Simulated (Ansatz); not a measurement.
CsH (CsCl type, Pm-3m) under volume change, r²SCAN (plane waves, PAW; program Ansatz), scaled uniformly.

```tsv
V (Å³/atom)	E − E(relaxed) (meV/atom)	P (GPa)
25.245	11.6	1.63
26.077	4.9	0.99
26.909	1.1	0.45
27.741	0.0	0.00
28.574	1.0	-0.38
29.406	3.9	-0.71
30.238	8.3	-0.98
```

Question: What does a third-order Birch–Murnaghan fit give for V₀, B₀ and B′?

Answer: V₀ = 27.74 Å³/atom, B₀ = 13.9 GPa, B′ = 4.6.

The workflow started from a Materials Project entry (that database holds measured and hypothetical structures alike); the Crystallography Open Database copy checked does not list it. COD files the formula under space group No. 225. Its standing as an ambient phase is unchecked. The cell was relaxed with r²SCAN under the symmetry of its start; its stability against distortions is not shown here. Scalar-relativistic: spin–orbit coupling is off unless named, which matters more the heavier the elements.

Potentials: the later of the program's two PAW sets.
